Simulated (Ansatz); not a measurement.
Relaxed-ion elastic tensor of Co (simple cubic, Pm-3m) in GPa (Voigt order), the program Ansatz at the r²SCAN level (PAW); density 7.77 g/cm³, 12.60 Å³ per atom.

```
  383   41.7   41.7    0.0    0.0    0.0
 41.7    383   41.7    0.0    0.0    0.0
 41.7   41.7    383    0.0    0.0    0.0
  0.0    0.0    0.0  -57.5    0.0    0.0
  0.0    0.0    0.0    0.0  -57.5    0.0
  0.0    0.0    0.0    0.0    0.0  -57.5
```

Problem. Is the crystal mechanically stable?

Solution. No: the smallest eigenvalue of C is -57.5 GPa.

A made-up cell: these elements were put on the sites of a structure type; neither database checked (COD, Materials Project) lists it. It is not the phase usual at ambient conditions (space group No. 194). Symmetry was held in the r²SCAN relaxation. At this level the phase is mechanically unstable. The final state is ferromagnetic, chosen from 3 collinear starts compared on coarse meshes (ties went to the first, and starts can fall back to one state), not a proven ground state. Other orbital occupations within this spin state were not tried. As this level gives no gap, shear constants depend on the k-mesh and smearing (Fermi–Dirac, 0.1 eV here).

Potentials: the later of the program's two PAW sets.
